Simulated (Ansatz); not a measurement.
HgPt: a fit and a missing row

HgPt, P4/mmm, a = 2.977 Å, c = 3.872 Å. The structure is a COD entry; whether it is the stable form wasn't checked. Ansatz: PBEsol, PAW, 420 eV, Γ-centred 14×14×12 mesh on 2 atoms, Gaussian smearing 0.10 eV; no spin polarisation. Shape and atoms are relaxed at each volume; pressure is positive in compression.

| V (Å³/atom) | P (GPa) |
| --- | --- |
| 15.099 | 32.47 |
| 15.614 | 21.83 |
| 16.129 | 13.08 |
| 16.643 | 5.90 |
| 17.158 | 0.00 |
| 17.673 | ? |
| 18.188 | -8.77 |
| 18.874 | -12.90 |

Task: Take V0 = 17.158 Å³/atom, fit the third-order Birch–Murnaghan form to the other rows, and predict the missing pressure.

Result: With the Eulerian strain f = ½[(V0/V)^(2/3) − 1] and y = P/[3f(1 + 2f)^(5/2)], the form is the line y = B0 + 1.5 B0 (B0′ − 4) f. Rows (f, y): 0.04448, 196.6; 0.03244, 191.7; 0.02105, 186.8; 0.01026, 182.2; -0.01906, 169.0; -0.03079, 163.7. Means f = 0.009730, y = 181.67; Σ(Δf)² = 0.004322, ΣΔfΔy = 1.898; the slope is their ratio. y = 177.4 + 439.1 f GPa, so B0 = 177.4 GPa and B0′ = 4 + 2 × (439.1)/(3 × 177.4) = 5.65. At V = 17.673, f = -0.00976, y = 173.11 and P = -4.83 GPa. The run gave -4.83 GPa, the same to the digits shown.

Spin–orbit coupling is left out, which can shift energies with elements as heavy as these.